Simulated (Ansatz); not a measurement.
A relaxed structure of TiC is spoiled in several ways and relaxed again each time (noise and exchanges are one random draw each; squeezed and stretched starts keep its symmetry, which their runs cannot lower; pressure is positive under compression). Computed with PBE (plane waves to 420 eV, PAW, scalar-relativistic; Ansatz, a quantum-chemistry and plane-wave program).

Space group Fm-3m (No. 225); a = 4.3327 Å, b = 4.3327 Å, c = 4.3327 Å, α = 90.00°, β = 90.00°, γ = 90.00°

```tsv
atom	site	symmetry	x	y	z
C	4a	m-3m	0.0000	0.0000	0.0000
Ti	4b	m-3m	0.5000	0.5000	0.5000
```
(The calculation used a cell of 2 atoms; values per cell refer to that cell.)

One start gave a first pressure of +41 GPa, a largest first force of 0.0 eV/Å and released 0.14 eV/atom. Which change was it?
(A) with one C and one Ti atom exchanged in a cell of 4 atoms
(B) with every coordinate shifted by Gaussian noise of σ = 0.3 Å
(C) squeezed uniformly to 88 % of its volume

C, squeezed uniformly to 88 % of its volume. All starts:

```tsv
change	first pressure (GPa)	largest first force (eV/Å)	released (eV/atom)	moves	outcome	final group	E − E(parent) (eV/atom)
with one C and one Ti atom exchanged in a cell of 4 atoms	–	–	1.8	15	trapped higher	R-3m	+1.06
squeezed uniformly to 88 % of its volume	41	0.0	0.14	4	returns to the parent	Fm-3m	0.00
with every coordinate shifted by Gaussian noise of σ = 0.3 Å	–	–	2.6	7	returns to the parent	Fm-3m	0.00
```

First-step values come from each run's starting, coarser k-mesh (9×9×9, 10×10×10). The runs use different k-meshes, so differences are rounded accordingly. No spin polarisation in the result.
